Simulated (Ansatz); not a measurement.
# Sc: energy along a strain

Sc, P6_3/mmc, a = 3.309 Å, c = 5.268 Å (as given, not relaxed at this level: -2.8 GPa). Ansatz: PBEsol, PAW, 420 eV, Γ-centred 18×18×10 mesh on 2 atoms, Gaussian smearing 0.15 eV; no spin polarisation. Cell vectors (Å): 3.309 0.000 0.000; -1.654 2.866 0.000; 0.000 0.000 5.268. The cell is strained by x per cent times the pattern (0 0 1 0 0 0) in the order xx yy zz yz xz xy (engineering shears), with fractional coordinates held. y is the free energy over the start, V0 = 24.974 Å³/atom.

| x (%) | y (meV/atom) |
| --- | --- |
| -2.00 | -9.14 |
| -1.50 | -7.40 |
| -1.00 | -5.29 |
| -0.50 | -2.82 |
| 0.00 | 0.00 |
| 0.50 | 3.16 |
| 1.00 | ? |
| 1.50 | 10.45 |
| 1.75 | 12.46 |
| 2.00 | 14.55 |

Q: Fit y = c1 x + c2 x² + c3 x³ to the other rows, get the stiffness along the pattern, and predict the missing energy.

A: Least squares on the rows shown. y = 5.983 x + 0.6766 x² − 0.01525 x³. The clamped-ion stiffness p·C·p = 2 × 6.766 eV × 160.2 / 24.974 Å³ = 87 GPa, which is C33 in these axes (second derivative at the start, which stands under stress). At x = 1.00 the fit asked for gives 6.64 meV/atom. The run gave 6.65 meV/atom, so the fit is 0.01 meV/atom too low, a small miss on the scale of the series.